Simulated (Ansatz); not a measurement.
## A run on TeAs₂ that went wrong

Someone meant to compute TeAs₂ with PBE, plane waves and PAW in Ansatz and wrote this input.

```yaml
crystal:
  lattice:
    - [-3.556454, 3.556454, 2.940516]
    - [3.556454, -3.556454, 2.940516]
    - [3.556454, 3.556454, -2.940516]
  atoms:
    - { symbol: Te, position: [0.75, 0.25, 0.5] }
    - { symbol: Te, position: [0.0, 0.0, 0.0] }
    - { symbol: As, position: [0.375, 0.625, 0.25] }
    - { symbol: As, position: [0.375, 0.125, 0.75] }
    - { symbol: As, position: [0.375, 0.625, 0.75] }
    - { symbol: As, position: [0.875, 0.625, 0.25] }
basis:
  ecutwfc: 420
kpoints:
  mp_grid: { grid: [1, 1, 1] }
hamiltonian:
  xc: pbe
scf:
  occupations: { method: gaussian, width: 0.1 }
output:
  forces: true
  stress: true
  eigenvalues: true
```

Command:

```bash
ansatz run input.yaml --threads 1 --pin off --max-ram 2560MiB --backend cpu --events-out ev --progress --plain --runs-dir out
```

The program printed (HF is the Harris–Foulkes energy, dr2 the density residual in eV):

```text
Pseudopotential: Te, paw, valence charge 16, recommended cutoff 420 eV (normal)
Pseudopotential: As, paw, valence charge 15, recommended cutoff 420 eV (normal)
Crystal: 6 atoms, lattice volume = 148.771 Å³
Basis set: ecut = 420 eV, 2893 PW (Γ), exchange–correlation on 80×80×80 points (8 copies of the dense FFT grid, shifted against one another)
Bands: 56, of which v1, the nominal top of the filled ones, is band 46 counted from 1 (45 counted from 0)
Symmetry: 16 space group operations
Space group: I41/amd (ITA 141), of the structure as read, at distance tolerance 5.3e-5 Å
k-points: 1
Initial density: superposition of atomic densities, corrected by the library's trained network
SCF iter   1: HF=-33393.865523 eV  Δρ=1.21e-2  dr2=5.40e-1
SCF iter   2: HF=-33393.747711 eV  Δρ=7.17e-3  dr2=1.61e-1
SCF iter   3: HF=-33393.706707 eV  Δρ=1.73e-3  dr2=6.41e-3
SCF iter   4: HF=-33393.704794 eV  Δρ=6.73e-4  dr2=7.34e-4
automatic band count: iteration 4 solves 55 bands in place of 56: the levels show a gap, and the empty bands left out lie too high to hold charge; the band table lists the bands solved (type scf.n_extra_bands for more)
SCF iter   5: HF=-33393.704837 eV  Δρ=1.96e-4  dr2=4.91e-5
SCF iter   6: HF=-33393.704860 eV  Δρ=5.36e-5  dr2=3.07e-6
SCF iter   7: F=-33393.704863 eV  HF=-33393.704863 eV  Δρ=9.03e-6  dr2=8.79e-8
SCF 1 converged in 7 iterations: F = -33393.704863 eV  dr2 = 8.79e-8
SCF converged after 7 iterations
Free energy (F): -33393.704863 eV
E sigma→0 (E₀):  -33393.704863 eV
Fermi energy:    10.438876 eV
--- Forces (eV/Å), atoms counted from 1 ---
  atom   1  Te     0.00000000     0.00000000    -0.00000000
  atom   2  Te     0.00000000     0.00000000     0.00000000
  atom   3  As    -0.00000000     0.00000000     0.00000000
  atom   4  As    -0.00000000     0.00000000    -0.00000000
  atom   5  As    -0.00000000    -0.00000000     0.00000000
  atom   6  As    -0.00000000    -0.00000000     0.00000000
--- Stress (GPa, compression-positive) ---
      -12.304701      -0.000000       0.000000
       -0.000000     -12.304701       0.000000
        0.000000      -0.000000     -21.022638
  P = ⅓ Tr σ = -15.2107 GPa (-152.107 kbar)
```

Problem. Which fault does the input hold?
A. A smearing that washes the moments out
B. One k-point for a metal
C. An atom listed twice
D. A cutoff meant in rydberg typed as eV
E. A Hubbard U on a species that isn't in the cell

Solution. B. One point can't sample a Fermi surface. The cure is a converged mesh.

Fix:

```diff
 kpoints:
-  mp_grid: { grid: [1, 1, 1] }
+  mp_grid: { grid: [8, 8, 8] }
```

The mended run converges, with a pressure of -0.69 GPa, no gap. The faulty run's energy lay 1.75 eV per atom lower.

Time of the mended run: 54 s on 1 thread of Intel(R) Xeon(R) Processor @ 2.70GHz (shared host), peak memory 0.63 GiB.